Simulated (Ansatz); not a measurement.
Pt:
```
Pt
1.0
    0.00000     1.96997     1.96997
    1.96997     0.00000     1.96997
    1.96997     1.96997     0.00000
Pt
1
Cartesian
  0.00000   0.00000   0.00000
```

Relaxed with r²SCAN. Special points in fractions of this cell's reciprocal vectors: Γ (0.000, 0.000, 0.000); X (0.500, 0.000, 0.500); U (0.625, 0.250, 0.625); K (0.375, 0.375, 0.750); L (0.500, 0.500, 0.500); W (0.500, 0.250, 0.750).

### Question
List the band energies nearest the Fermi level at these points for plane-wave PAW r²SCAN (Ansatz code).

### Answer
In eV from the Fermi level; about four levels below and three above (degenerate sets whole), none deeper than 8.9 eV; … stands for higher levels left out; points with the same levels are listed once.

| k | below | above |
|---|---|---|
| Γ | -3.84 -3.84 -3.84 -1.72 -1.72 | … |
| X | -7.14 -6.72 -0.06 | 0.51 0.51 1.99 |
| U | -5.52 -2.86 -1.39 -0.16 | 6.08 … |
| L | -7.42 -3.93 -3.93 -0.22 | 0.02 0.02 … |
| W | -5.71 -4.60 -4.60 -2.06 | 0.51 7.45 … |

Space group Fm-3m (fcc (Cu type)). Symmetry was held in the r²SCAN relaxation. No spin polarisation was allowed. Scalar-relativistic: spin–orbit coupling is off unless named, which matters more the heavier the elements.

Potentials: the earlier of the program's two PAW sets.
